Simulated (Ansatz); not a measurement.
CdTe:
```
CdTe
1.0
    4.63260     0.00000     0.00000
   -2.31630     4.01195     0.00000
    0.00000     0.00000     7.59637
Cd Te
2 2
Direct
  0.33333   0.66667   0.00029
  0.66667   0.33333   0.50029
  0.33333   0.66667   0.37471
  0.66667   0.33333   0.87471
```

Relaxed with r²SCAN.

Task: Give the Bader charges and basin volumes of the independent atoms, r²SCAN (plane waves, PAW; program Ansatz).

Result: 

```json
[
 {"atom": "Cd1", "Bader charge (e)": "+0.62", "Bader volume (Å³)": "24.7"},
 {"atom": "Te3", "Bader charge (e)": "-0.62", "Bader volume (Å³)": "45.5"}
]
```

Space group P6_3mc (wurtzite). The first step of the workflow began from a Materials Project structure, measured or hypothetical; the Crystallography Open Database copy checked does not list it. It is not the phase usual at ambient conditions (space group No. 216). Symmetry was held in the r²SCAN relaxation; whether a distortion lowers the energy is not shown. Spin–orbit coupling is left out wherever it is not named.

Potentials: the earlier of the program's two PAW sets.
